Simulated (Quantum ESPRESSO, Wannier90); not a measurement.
## Wannierisation of Ag (R-3m, model phase)

```xyz
3
Lattice="-1.4730 2.5514 0.0000 -2.9461 0.0000 0.0000 -1.4730 0.8505 7.2046" Properties=species:S:1:pos:R:3 pbc="T T T"
Ag     0.0000     0.0000     0.0000
Ag    -1.4730     0.8505     2.4002
Ag     1.4730    -0.8505    -2.4002
```

Structure: Materials Project mp-989737, symmetrised, not relaxed again. This isn't the element's usual structure (fcc); take it as a model of another phase. Level: LDA, no spin polarisation, no spin-orbit coupling; pw.x of Quantum ESPRESSO at 69 Ry with PseudoDojo potentials, 6×6×6 k-points, Wannier90. Density: 16×16×16 mesh, cold smearing 0.01 Ry.

A tight-binding model is made by disentanglement and projection with no localisation steps (num_iter = 0), so the 27 orbitals stay atom-like: hydrogen-like Ag: s;p;d, axes along x, y, z; frozen window up to 1.50 eV relative to the Fermi level. It follows pw.x to 6.5 meV rms for states up to 1.0 eV relative to the Fermi level. Matrix elements depend on this choice of orbitals and windows.

**Question.** Which pairs of orbitals on different sites are coupled most strongly? Give distance, modulus and how many such pairs a cell has.

**Answer.** 
```
orbital  orbital  distance of the centres (Å)  modulus (eV)  pairs
-------  -------  ---------------------------  ------------  -----
Ag px      Ag px                         2.95          2.70      3
Ag py      Ag py                         2.95          1.98      6
Ag pz      Ag pz                         2.95          1.80      9
Ag px       Ag s                         2.94          1.60      6
Ag py       Ag s                         2.95          1.46      4
Ag py       Ag s                         2.95          1.39      4
Ag px      Ag py                         2.97          1.37      4
Ag pz       Ag s                         2.94          1.34      6
Ag py      Ag pz                         2.93          1.32      6
Ag py       Ag s                         2.94          1.30      4
Ag pz       Ag s                         2.94          1.28     12
Ag px      Ag py                         2.94          1.23      4
Ag px      Ag pz                         2.93          1.14     12
Ag px      Ag py                         2.92          1.10      4
Ag py       Ag s                         2.95          0.95      4
Ag px       Ag s                         2.96          0.93      4
Ag py      Ag py                         2.95          0.93      3
Ag py       Ag s                         2.94          0.90      2
Ag px       Ag s                         2.95          0.82     12
Ag px       Ag s                         2.94          0.78      4
Ag s        Ag s                         2.94          0.76      9
Ag s        Ag s                         2.95          0.72      9
Ag px       Ag s                         2.93          0.66      4
Ag py      Ag pz                         2.93          0.66     12
Ag px      Ag px                         2.95          0.60      6
Ag px      Ag py                         2.94          0.58     12
Ag px      Ag px                         2.95          0.57      6
Ag py       Ag s                         2.95          0.47      8
Ag py       Ag s                         2.94          0.45      4
Ag px      Ag px                         2.94          0.41      3
```
